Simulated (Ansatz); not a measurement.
PtSe₂ at a changed volume — quadrupolar parameters

The cell is a structure deposited in the COD, relaxed with PBE at fixed cell and then changed (volume scaled by 0.94, ions relaxed).

```
CELL_PARAMETERS angstrom
3.65170 0.00000 0.00000
-1.82585 3.16247 0.00000
0.00000 0.00000 4.92859
ATOMIC_POSITIONS crystal
Pt 0.00000 0.00000 0.00000
Se 0.33333 0.66667 0.27197
Se 0.66667 0.33333 0.72803
```

Sites (sets of like atoms) are named by element and the number of their first atom in this list.

Computed with Ansatz: DFT, PBE, plane waves and PAW, scalar-relativistic, 420 eV cutoff, Γ-centred 14×14×9 k-points, Fermi–Dirac smearing 0.05 eV.

V_zz is the principal component of the electric field gradient with the largest magnitude, η = (V_xx − V_yy)/V_zz and C_Q = eQV_zz/h. Directions are in the Cartesian axes of the cell vectors above, for the atom listed; none is given where the gradient is under 0.02 or η is above 0.95.

```csv
site,first atom,first shell,V_zz (10²¹ V/m²),η,"direction of V_zz (x, y, z)"
Pt,1,6 Se at 2.50 Å,10.15,0.00,0.00 0.00 1.00
Se,2,3 Pt at 2.50 Å; also 3 Se at 3.08 Å,-0.52,0.00,0.00 0.00 1.00
```

An axis of threefold or higher order runs through Pt and Se, so V_zz lies along it and η is zero.

The run finds no gap above 0.1 eV (a metal, or nearly one), so the gradients can move by 10 % or more with the k-mesh. Spin–orbit coupling is left out, which shifts gradients on Pt by a few per cent in wide-gap crystals, and can shift them far more where the calculated gap is small or absent, as here. At this changed cell the PBE pressure is 10 GPa.
